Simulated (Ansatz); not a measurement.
# What DFT gives for ZrTiS

```
CELL_PARAMETERS angstrom
3.51905 0.00000 0.00000
0.00000 3.51905 0.00000
0.00000 0.00000 7.79845
ATOMIC_POSITIONS crystal
Ti 0.00000 0.00000 0.00000
Ti 0.50000 0.50000 0.00000
Zr 0.00000 0.50000 0.27700
Zr 0.50000 0.00000 0.72300
S 0.00000 0.50000 0.62200
S 0.50000 0.00000 0.37800
```

Level: PBE, spin-orbit coupling; 420 eV; 5×5×3 Γ-centred mesh; fermi-dirac occupations (width 0.0271 eV); Ansatz 0.2.0, fixed geometry.

No atom carries over 0.3 μB, and the net moment is 0.91 μB a cell; the state need not be the lowest.

**Question.** Is the cell too large or too small?

**Answer.** The pressure is 20.8 GPa (compression positive), so with the atoms held at these fractions the cell would first expand; the forces are large, so a full relaxation may end otherwise. The principal stresses 17.0, 17.0, 28.4 GPa differ, so its shape would change too.

**Question.** Which element gives electrons and which takes them?

**Answer.** Bader charges in e: Zr +1.06, Ti +0.12, S -1.17. In the mean Zr gives up most and S takes most.

**Question.** Is there a gap?

**Answer.** It is a metal, with about 5.6 states/eV a cell as the mean within 0.25 eV of the Fermi level, mostly Ti d (59 %) and Zr d (26 %).

**Question.** Where is the largest force?

**Answer.** The largest is on Zr3 (and as large on other atoms): 2.70 eV/Å, components (0.00, 0.00, 2.70). It makes 72° with the line to a nearest neighbour, S6 at 2.61 Å.

Origin: a known structure type with other elements, at an estimated volume, so it need not be a known compound. Caveats: the k mesh is coarse if the cell is a metal; atoms or cell far from equilibrium; the SCF threshold is loose for a stress.
